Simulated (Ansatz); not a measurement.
Q: Zr (hcp (Mg type), P6_3/mmc) is relaxed with r²SCAN (plane waves, PAW; program Ansatz). What lattice parameters of the conventional cell result?

A: a = 3.247 Å, c = 5.152 Å.

Symmetry was held in the r²SCAN relaxation; of distortions, only those at the zone centre were tested. No spin polarisation was allowed. Axis ratios of metals converge slowly with the k-mesh, so a and c are less sure than the volume.

Potentials: the later of the program's two PAW sets.
